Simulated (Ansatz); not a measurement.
Mg2C (antifluorite) (r2SCAN geometry), in Ansatz:

```yaml
crystal:
  lattice:
    - [0.00000, 2.71094, 2.71094]
    - [2.71094, 0.00000, 2.71094]
    - [2.71094, 2.71094, 0.00000]
  atoms:
    - { symbol: C, position: [0.00000, 0.00000, 0.00000] }
    - { symbol: Mg, position: [0.25000, 0.25000, 0.25000] }
    - { symbol: Mg, position: [0.75000, 0.75000, 0.75000] }
```

G0W0@PBE with 64 empty bands, a screening cutoff of 80 eV and a 4×4×4 mesh (PAW, contour deformation) gives 0.979 eV over the mesh points, from a PBE gap of 0.700 eV; it sums over 76 bands with 59 plane waves in the screening and a wave cutoff of 420 eV. G0W0 values are finite-basis, finite-mesh values. Spin-unpolarised throughout. Whether this structure exists isn't addressed.

**Question.** Estimate the gap with empty bands 275, screening cutoff 210 eV.

**Answer.** 1.245 eV (+0.266 eV), from a Kohn-Sham gap of 0.700 eV.

**Question.** Estimate the gap with mesh 6×6×6.

**Answer.** 1.060 eV (+0.081 eV), from a Kohn-Sham gap of 0.740 eV.

**Question.** Estimate the gap with empty bands 149, screening cutoff 140 eV.

**Answer.** 1.161 eV (+0.182 eV), from a Kohn-Sham gap of 0.700 eV.
